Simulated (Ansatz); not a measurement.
# Convergence of ZrTi2 with the k-point mesh

Computed with DFT PBEsol, scalar-relativistic, plane waves, PAW (Ansatz).

```xyz
3
Lattice="4.7973 -0.0180 0.0393 -2.4142 4.1891 -0.0671 0.0250 -0.0348 2.9980" Properties=species:S:1:pos:R:3 pbc="T T T"
Zr   -0.1232   -0.0179    0.0195
Ti    2.3918    1.2839    1.4796
Ti    0.0848    2.8032    1.4966
```

* plane-wave cutoff: 420 eV
* occupation rule: Gaussian smearing, 0.1 eV
* spin treatment: unpolarised

The atoms stay fixed while the k-point mesh is varied. ΔE is the energy extrapolated to zero smearing, less that of the reference run (8×8×10). The cell was strained and its atoms displaced at random, so that forces don't vanish. The meshes are Γ-centred. Pressure is positive in compression.

(1) Tried: 1×1×1, 2×2×2, 2×2×4, 4×4×4, 4×4×6, 6×6×6, 8×8×10. From which k-point mesh on does the energy per atom stay within 100, 10 and 1 meV of the reference?

## Answers

(1) 2×2×4 for 100 meV, 4×4×4 for 10 meV, none but the reference for 1 meV. The reference itself isn't shown to be converged. At 4×4×4, where the energy is within 10 meV, force components still miss by up to 0.117 eV/Å, where the largest force is 0.626 eV/Å.

| mesh | ΔE (meV/atom) | P (GPa) | largest change of a force component (eV/Å) | irreducible points |
| --- | --- | --- | --- | --- |
| 1×1×1 | -58.5 | 6.26 | 1.121 | 1 |
| 2×2×2 | -164 | -11.91 | 0.640 | 8 |
| 2×2×4 | 50.8 | -6.95 | 0.445 | 12 |
| 4×4×4 | -9.78 | -6.37 | 0.117 | 36 |
| 4×4×6 | -2.32 | -6.27 | 0.048 | 52 |
| 6×6×6 | 3.78 | -6.08 | 0.039 | 112 |
| 8×8×10 | 0.00 | -6.24 | 0.000 | 324 |